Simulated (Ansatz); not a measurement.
# Equation of state of BiPd

A database entry relaxed whole under r2SCAN (P6_3/mmc):

```
Bi Pd
1.0
     4.27283    0.00000    0.00000
    -2.13641    3.70038    0.00000
     0.00000    0.00000    5.73352
Bi Pd
2 2
Direct
  0.33333 0.66667 0.25000
  0.66667 0.33333 0.75000
  0.00000 0.00000 0.00000
  0.00000 0.00000 0.50000
```

The cell was scaled uniformly, its shape held, and the atoms relaxed at each volume with plane-wave PAW DFT (Ansatz 0.2.0; r2SCAN, 500 eV, 9×9×6 Γ-centred mesh, fermi-dirac occupations of width 0.100 eV; no spin, no spin-orbit coupling). One row is withheld.

```
volume (Å³/atom)  energy over the lowest (meV/atom)  pressure (GPa)
          21.303                               27.9            7.17
          21.757                               11.7            4.48
          22.210                                2.7            2.10
          22.663                                0.0            0.00
          23.117                                  ?               ?
          23.570                               10.7           -3.49
          24.023                               22.9           -4.94
```

Fit the pressures of the other rows to the third-order Birch-Murnaghan form.

With f = [(V₀/V)^(2/3) − 1]/2 and P = 3B₀f(1 + 2f)^(5/2)[1 + 3(B₀′ − 4)f/2], least squares gives V₀ = 22.66 Å³ an atom, B₀ = 98.6 GPa and B₀′ = 5.2; the rows miss the fit by less than 0.01 GPa. The slope of the energies differs from these pressures by 0.09 GPa, since they are taken to zero smearing while pressures follow the free energy.

What does the withheld row hold?

The fit gives -1.85 GPa at 23.117 Å³; the run gave -1.85 GPa and 2.9 meV an atom.

Caveats: the shape of the cell was held, so B₀ is an upper bound where the axes differ in stiffness; 0 K, fixed nuclei; the symmetry was kept, and this need not be the phase that is stable at 0 K; one mesh for all volumes; pressure is positive in compression.
